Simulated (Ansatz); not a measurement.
RbGaH₂: ⁷¹Ga NMR of the central transition

Cell: a computed structure from the Materials Project (it need not be an observed phase).

Space group Pnma (No. 62); a = 7.4121, b = 4.4840, c = 9.4491 Å.

```csv
site,Wyckoff,site symmetry,x,y,z
Rb,4c,.m.,0.3803,0.7500,0.6737
Ga,4c,.m.,0.0637,0.2500,0.5341
H9,4c,.m.,0.7220,0.7500,0.5183
H10,4c,.m.,0.1033,0.2500,0.7059
```

One atom of each set is listed.

Computed with Ansatz: DFT, PBE, plane waves and PAW, scalar-relativistic, 420 eV cutoff, Γ-centred 4×6×3 k-points, Fermi–Dirac smearing 0.02 eV.

⁷¹Ga has I = 3/2 and Q = 107.0 mb (Pyykkö 2018); at 11.7 T its Larmor frequency is ν₀ = 152.3 MHz. Only the quadrupole interaction is simulated: positions count from each site's isotropic chemical shift, and shift anisotropy, dipolar and J coupling are left out.

**Question.** Give C_Q, η, the quadrupolar product P_Q = |C_Q|(1 + η²/3)^½, the second-order isotropic shift and the breadth of the pattern (static powder) for each Ga site.

**Answer.** 

```
site                    first shell  C_Q (MHz)     η  P_Q (MHz)  δ_QIS (ppm)  breadth (kHz)
  Ga  2 H at 1.65–1.66 Å, angle 97°       13.6  0.56       14.3         -219            237
```

δ_QIS = −(ν_Q²/30ν₀²)[I(I+1) − 3/4](1 + η²/3) × 10⁶ ppm with ν_Q = 3|C_Q|/[2I(2I−1)]; it falls as 1/B₀² in ppm, and the breadth as 1/B₀ in kHz.

At Ga V_zz runs parallel to the line that joins its two neighbours (within 11°).
